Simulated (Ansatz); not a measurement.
**Migration of Ni in Si**

Level of theory: Ansatz, DFT r2SCAN, scalar-relativistic, plane waves, PAW. (500 eV cutoff, 2×2×2 k-mesh, Gaussian smearing of 0.02 eV, no spin polarisation)

Host crystal, relaxed:

```yaml
crystal:
  lattice:
    - [0.00000, 2.72185, 2.72185]
    - [2.72185, 0.00000, 2.72185]
    - [2.72185, 2.72185, 0.00000]
  atoms:
    - { symbol: Si, position: [0.75000, 0.75000, 0.75000] }
    - { symbol: Si, position: [0.50000, 0.50000, 0.50000] }
```

In a supercell of 16 host sites, interstitial Ni hops to an equivalent place, moving 0.76 Å between the relaxed ends. Climbing-image nudged elastic band at fixed cell with images 0 (start) to 6 (end), the path measured over all atoms, converged to 0.05 eV/Å; the order of the saddle wasn't checked, and the small cell leaves errors of about a tenth of an eV.

Supercell rows in host cell vectors: 0 -2 2; 0 0 2; -2 0 2. Ni was set at (0.000, 0.000, 0.000) of the host cell.

At the relaxed start Ni has 1 Si at 2.24 Å, 3 Si at 2.45 Å, 3 Si at 2.46 Å.

**Question.** What barrier does the band give, and what surrounds the atom at the top?

**Answer.** 0.09 eV at image 3, where Ni has 2 Si at 2.30 Å, 1 Si at 2.39 Å, 2 Si at 2.48 Å, 4 Si at 2.73 Å.

Cost: 1 run of about 24 core-minutes, on Intel Xeon Processor @ 2.50GHz (Skylake/Cascade Lake) (shared hosts).